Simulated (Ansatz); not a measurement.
ZrSi in space group P6/mmm (No. 191; Zr on 3f, Si on 1a, Si on 2d) at seven volumes, DFT-PBE in the program Ansatz with PAW potentials, shape and atoms relaxed at each. One row is withheld.

```
V (Å³/atom)  P (GPa)
-----------  -------
20.728         10.52
21.411          6.50
22.095          3.01
22.778          0.00
23.461         -2.61
24.145             ?
24.828         -6.78
```

Q: Fit the shown pressures and predict the withheld one.

A: P = (3/2)B₀(x^(7/2) − x^(5/2))[1 + (3/4)(B′ − 4)(x − 1)] with x = (V₀/V)^(2/3). Least squares on the six rows gives V₀ = 22.778 Å³/atom, B₀ = 93.0 GPa, B′ = 3.86. At V = 24.145, x = 0.9619 and P = -4.84 GPa. The run itself gave -4.86 GPa.

A made-up cell: these elements were put on the sites of a structure type; neither database checked (COD, Materials Project) lists it. COD files the formula under space group No. 62, 63, so this cell is another polymorph or a model. Its standing as an ambient phase is unchecked. The cell was relaxed with PBE under the symmetry of its start; whether a distortion lowers the energy is not shown. The run is not spin-polarised.

Potentials: the later of the program's two PAW sets.
